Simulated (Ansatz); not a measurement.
PbSe:
```cif
data_PbSe
_chemical_formula_sum 'Pb1 Se1'
_space_group_name_H-M_alt 'P 1'
_space_group_IT_number 1
_cell_length_a 4.39622
_cell_length_b 4.39622
_cell_length_c 4.39622
_cell_angle_alpha 60.000
_cell_angle_beta 60.000
_cell_angle_gamma 60.000
loop_
_space_group_symop_operation_xyz
  'x, y, z'
loop_
_atom_site_label
_atom_site_type_symbol
_atom_site_fract_x
_atom_site_fract_y
_atom_site_fract_z
_atom_site_occupancy
Pb1 Pb 0.50000 0.50000 0.50000 1
Se1 Se 0.00000 0.00000 0.00000 1
```

Relaxed with PBE.

**Question.** Which orbitals make up the states near the band edges in DFT-PBE in the program Ansatz with PAW potentials?

**Answer.** Top 1 eV of the valence band: Se 4p 74 %, Pb 6s 14 %, Pb 6p 9 %. Bottom 1 eV of the conduction band: Pb 6p 72 %, Se 4s 12 %, Se 4p 11 %. Projections are on Löwdin-orthogonalised atomic valence shells; empty p or d shells of many metals are not among them.

**Question.** Tabulate the density of states.

**Answer.** States/eV per cell of 2 atoms, in 0.25 eV bins, energy from the valence-band maximum.

| E (eV) | total | Se 4p | Pb 6p | Pb 6s |
|---|---|---|---|---|
| -7.85 | 2.29 | 0.33 | 0.02 | 1.83 |
| -7.60 | 1.51 | 0.18 | 0.02 | 1.19 |
| -7.35 | 0.73 | 0.08 | 0.00 | 0.55 |
| -7.10 | 0.28 | 0.03 | 0.00 | 0.19 |
| -6.85 | 0.17 | 0.01 | 0.00 | 0.12 |
| -6.60 | 0.09 | 0.00 | 0.00 | 0.06 |
| -6.35 | 0.01 | 0.00 | 0.00 | 0.01 |
| -6.10 | 0.00 | 0.00 | 0.00 | 0.00 |
| -5.85 | 0.00 | 0.00 | 0.00 | 0.00 |
| -5.60 | 0.00 | 0.00 | 0.00 | 0.00 |
| -5.35 | 0.00 | 0.00 | 0.00 | 0.00 |
| -5.10 | 0.00 | 0.00 | 0.00 | 0.00 |
| -4.85 | 0.00 | 0.00 | 0.00 | 0.00 |
| -4.60 | 0.01 | 0.01 | 0.01 | 0.00 |
| -4.35 | 0.30 | 0.16 | 0.13 | 0.00 |
| -4.10 | 0.51 | 0.28 | 0.22 | 0.01 |
| -3.85 | 0.77 | 0.44 | 0.31 | 0.01 |
| -3.60 | 0.86 | 0.50 | 0.32 | 0.02 |
| -3.35 | 1.12 | 0.68 | 0.40 | 0.02 |
| -3.10 | 1.42 | 0.90 | 0.47 | 0.03 |
| -2.85 | 1.89 | 1.26 | 0.57 | 0.03 |
| -2.60 | 1.96 | 1.35 | 0.55 | 0.04 |
| -2.35 | 1.98 | 1.40 | 0.50 | 0.04 |
| -2.10 | 2.04 | 1.50 | 0.45 | 0.06 |
| -1.85 | 2.11 | 1.62 | 0.39 | 0.06 |
| -1.60 | 2.24 | 1.79 | 0.33 | 0.08 |
| -1.35 | 1.79 | 1.46 | 0.20 | 0.09 |
| -1.10 | 1.19 | 0.86 | 0.17 | 0.14 |
| -0.85 | 2.10 | 1.61 | 0.19 | 0.26 |
| -0.60 | 1.37 | 1.00 | 0.13 | 0.22 |
| -0.35 | 0.32 | 0.22 | 0.03 | 0.06 |
| -0.10 | 0.02 | 0.01 | 0.00 | 0.00 |
| 0.15 | 0.00 | 0.00 | 0.00 | 0.00 |
| 0.40 | 0.00 | 0.00 | 0.00 | 0.00 |
| 0.65 | 0.04 | 0.00 | 0.03 | 0.00 |
| 0.90 | 0.21 | 0.02 | 0.14 | 0.00 |
| 1.15 | 0.40 | 0.04 | 0.29 | 0.01 |
| 1.40 | 0.88 | 0.10 | 0.65 | 0.01 |
| 1.65 | 1.09 | 0.12 | 0.82 | 0.02 |
| 1.90 | 1.37 | 0.14 | 1.07 | 0.02 |
| 2.15 | 1.41 | 0.16 | 1.13 | 0.01 |
| 2.40 | 1.46 | 0.19 | 1.16 | 0.01 |
| 2.65 | 1.37 | 0.22 | 1.05 | 0.01 |
| 2.90 | 1.30 | 0.24 | 0.97 | 0.01 |
| 3.15 | 1.31 | 0.27 | 0.94 | 0.01 |
| 3.40 | 1.37 | 0.30 | 0.95 | 0.01 |
| 3.65 | 1.49 | 0.34 | 0.98 | 0.01 |
| 3.90 | 1.82 | 0.40 | 1.07 | 0.01 |
| 4.15 | 2.33 | 0.54 | 1.36 | 0.01 |
| 4.40 | 2.78 | 0.70 | 1.57 | 0.01 |
| 4.65 | 1.28 | 0.40 | 0.71 | 0.00 |
| 4.90 | 0.98 | 0.33 | 0.54 | 0.00 |
| 5.15 | 0.90 | 0.28 | 0.46 | 0.00 |

Space group Fm-3m (rock salt). The PBE relaxation kept the symmetry of its start. Scalar-relativistic: spin–orbit coupling is off unless named, which matters more the heavier the elements.

Potentials: the later of the program's two PAW sets.
